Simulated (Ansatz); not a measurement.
**V₂O₅: which input changes reach the field gradients?**

Cell: a computed structure from the Materials Project (it need not be an observed phase), atoms as given.

Space group Pmmn:1 (No. 59); a = 3.5517, b = 11.6044, c = 4.2634 Å.

| site | Wyckoff | site symmetry | x | y | z |
| --- | --- | --- | --- | --- | --- |
| V | 4e | m.. | 0.0000 | 0.1483 | 0.8886 |
| O5 | 2a | mm2 | 0.0000 | 0.0000 | 0.9936 |
| O6 | 4e | m.. | 0.0000 | 0.1467 | 0.5140 |
| O7 | 4e | m.. | 0.5000 | 0.1819 | 0.9942 |

One atom of each set is listed.

Reference run. The numbers come from a DFT calculation in Ansatz (PBE, plane waves and PAW, scalar-relativistic, 420 eV cutoff, Γ-centred 6×2×5 k-points, Fermi–Dirac smearing 0.02 eV).

It gives V_zz (10²¹ V/m²) O5 -6.07 (η 0.01), V 0.76 (η 0.68), among others. Each of these runs changes the input as listed (caps on SCF iterations aside):

A. hamiltonian.xc: pbe → revpbe; accuracy: not typed → low; basis.ecutrho_ratio: not typed → 6
B. hamiltonian.pseudopotentials: {kind: paw} → {kind: nc}

(1) Which of these changes matter for the gradients?

Answers

(1) 

```csv
run,O5 V_zz (η),V V_zz (η),"largest change of a gradient tensor, all atoms",note
A,-6.14 (0.07),0.71 (0.55),0.21,converged; another functional
B,–,–,–,refused: output.efg without hamiltonian.pseudopotentials.kind: paw|paw_fr|all_electron or hamiltonian.pseudopotentials.kind: all_electron — the all-electron EFG reconstruction …
```

Run A moves a gradient tensor by up to 0.21, on O5 (V_zz from -6.07 to -6.14); against its own size the tensor moves most on V among sites above 0.3 (by 0.10, V_zz from 0.76 to 0.71).

Run A changes hamiltonian.xc, accuracy, basis.ecutrho_ratio together, so the table can't tell their shares apart.

On the reference run: The largest force is 0.5 eV/Å, so the atoms aren't at the calculated equilibrium and relaxing them would move these values.
